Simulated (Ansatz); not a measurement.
**Two states of KCr₄ClO₆**

```
Cr K Cl O
1.0
     4.84185    0.00000    0.00000
    -2.42093    4.19317    0.00000
     0.00000    0.00000    8.19830
Cr K Cl O
4 1 1 6
Direct
  0.33333 0.66667 0.29528
  0.66667 0.33333 0.29528
  0.33333 0.66667 0.70472
  0.66667 0.33333 0.70472
  0.00000 0.00000 0.00000
  0.00000 0.00000 0.50000
  0.50000 0.50000 0.18610
  0.00000 0.50000 0.18610
  0.50000 0.00000 0.18610
  0.50000 0.50000 0.81390
  0.50000 0.00000 0.81390
  0.00000 0.50000 0.81390
```

Single point in Ansatz 0.2.0 with PBE, with U_eff = 1.1 eV on Cr d (all-electron-ortho-atomic projectors). Cutoff 420 eV, PAW datasets, 6×6×3 Γ-centred k mesh, fermi-dirac filling (width 0.1 eV).

State A: Cr1 up, Cr2 up, Cr3 down, Cr4 down (collinear spin). State B: Cr1 up, Cr2 down, Cr3 down, Cr4 up (collinear spin).

Question: Compare the two self-consistent states.

Answer: State B is lower by 17.9 meV an atom at zero smearing; in free energy at this smearing B lies -16.5 meV an atom from A.

| state | free energy (meV/atom) | largest moment in a small sphere (μB) | net moment (μB/cell) | gap on mesh (eV) | pressure (GPa) | largest force (eV/Å) |
| --- | --- | --- | --- | --- | --- | --- |
| A | 16.5 | 1.79 | 0.00 | 0.09 (under the smearing) | 34.5 | 5.37 |
| B | 0.0 | 1.43 | 0.00 | 0.40 | 31.3 | 5.13 |

Origin: a known structure type with other elements, at an estimated volume, so it need not be a known compound. Caveats: atoms or cell far from equilibrium; another magnetic order, which this cell may not hold, can open a gap.
